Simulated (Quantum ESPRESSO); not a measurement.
Band energies of F

```xyz
4
Lattice="2.5563 -1.5840 0.0000 2.5563 1.5840 0.0000 -0.5621 0.0000 6.5977" Properties=species:S:1:pos:R:3 pbc="T T T"
F      3.5269     0.5061     3.9452
F      1.0236    -0.5061     2.6525
F      0.7426     0.5061     5.9514
F      3.8079    -0.5061     0.6463
```

LDA (Quantum ESPRESSO, PseudoDojo norm-conserving, 84 Ry, scalar-relativistic); path ΓYFLI,I1ZF1,YX1,XΓN,MΓ; energies in eV from the valence-band maximum.

```
k (1/Å)  point  band 10  band 11  band 12  band 13  band 14  band 15  band 16  band 17
-------  -----  -------  -------  -------  -------  -------  -------  -------  -------
0.00         Γ    -3.10    -0.52    -0.19    -0.06     0.00     2.35     3.47     9.36
0.34              -3.30    -0.53    -0.24    -0.19    -0.05     2.42     3.45     9.96
0.78              -3.40    -0.76    -0.62    -0.25    -0.16     2.58     3.41    12.08
1.23         Y    -3.43    -1.04    -0.68    -0.32    -0.18     2.65     3.38    14.30
1.61         F    -3.48    -0.77    -0.55    -0.53    -0.37     2.90     3.14    14.58
1.61         L    -3.51    -0.64    -0.64    -0.47    -0.47     3.02     3.02    14.66
1.92              -3.71    -0.60    -0.60    -0.43    -0.43     3.02     3.02    14.81
2.24         I    -4.06    -0.50    -0.50    -0.35    -0.35     3.01     3.01    15.20
2.24        I1    -4.06    -0.50    -0.50    -0.35    -0.35     3.01     3.01    15.20
2.55              -3.78    -0.38    -0.38    -0.29    -0.29     2.99     2.99    14.11
2.97              -3.37    -0.31    -0.31    -0.16    -0.16     2.96     2.96    11.85
3.38              -3.15    -0.37    -0.37    -0.05    -0.05     2.91     2.91    10.44
3.59         Z    -3.13    -0.39    -0.39    -0.03    -0.03     2.90     2.90    10.25
3.70              -3.14    -0.40    -0.38    -0.06    -0.03     2.89     2.91    10.31
4.13              -3.33    -0.51    -0.41    -0.32    -0.16     2.92     3.01    11.58
4.57              -3.45    -0.71    -0.53    -0.51    -0.33     2.92     3.10    13.73
4.79        F1    -3.48    -0.77    -0.55    -0.53    -0.37     2.90     3.14    14.58
4.79         Y    -3.43    -1.04    -0.68    -0.32    -0.18     2.65     3.38    14.30
5.27              -3.76    -0.88    -0.61    -0.32    -0.19     2.80     3.28    14.53
5.39        X1    -3.87    -0.80    -0.59    -0.33    -0.19     2.87     3.22    14.70
5.39         X    -3.87    -0.80    -0.59    -0.33    -0.19     2.87     3.22    14.70
5.59              -3.78    -0.65    -0.57    -0.37    -0.18     3.01     3.12    14.45
5.89              -3.51    -0.50    -0.41    -0.40    -0.15     2.90     3.19    12.63
6.28              -3.26    -0.43    -0.30    -0.14    -0.09     2.55     3.38    10.52
6.67              -3.11    -0.51    -0.19    -0.06    -0.01     2.36     3.47     9.41
6.77         Γ    -3.10    -0.52    -0.19    -0.06     0.00     2.35     3.47     9.36
6.96              -3.14    -0.50    -0.20    -0.08    -0.02     2.38     3.46     9.56
7.35              -3.28    -0.48    -0.39    -0.15    -0.11     2.61     3.36    10.95
7.74              -3.38    -0.64    -0.59    -0.18    -0.14     2.92     3.18    13.07
7.94         N    -3.39    -0.67    -0.62    -0.18    -0.14     3.05     3.07    14.17
7.94         M    -3.36    -0.57    -0.51    -0.17    -0.05     2.96     3.02    14.40
8.35              -3.31    -0.52    -0.42    -0.20    -0.07     2.83     3.14    12.21
8.77              -3.22    -0.46    -0.28    -0.11    -0.07     2.52     3.36    10.19
9.18         Γ    -3.10    -0.52    -0.19    -0.06     0.00     2.35     3.47     9.36
```

The LDA gap is direct, 2.35 eV at Γ.

Geometry of the Materials Project entry, not relaxed at this level.

The distance between layers or molecules is the database entry's, not relaxed here. Functionals without dispersion can leave it too large, which widens gaps and weakens the response across layers: the numbers belong to this cell.
